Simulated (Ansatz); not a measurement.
A: GaP (zinc blende), a = 5.438 Å, b = 5.438 Å, c = 5.438 Å, α = 90.00°, β = 90.00°, γ = 90.00°
B: InAs (zinc blende), a = b = c = 6.087 Å, α = β = γ = 90.00°
C: TaN (rock salt), a = 4.3756 Å, b = 4.3756 Å, c = 4.3756 Å, α = 90.00°, β = 90.00°, γ = 90.00°
D: MgSe (rock salt), a = b = c = 5.450 Å, α = β = γ = 90.00°

Scan: energy over volume and axial ratio (atoms clamped). All come from one method, each on a k mesh of its own. All were relaxed with their symmetry unable to fall. At this level the bands of InAs touch or barely overlap; measurements give the solid a gap. Spin-orbit coupling is left out. TaN is run without spin polarisation. This is a high-temperature form of TaN.

Q: Put the candidates in order of shear modulus C′ = (C11 − C12)/2 (fitted), lowest first, for PBEsol (plane waves to 420 eV, PAW, scalar-relativistic; Ansatz, a first-principles code).

A: B (17 GPa), A (37 GPa), D (46 GPa), C (318 GPa)

(Under strain, the slope of the energy per volume gives the stress and its curvature an elastic modulus.)
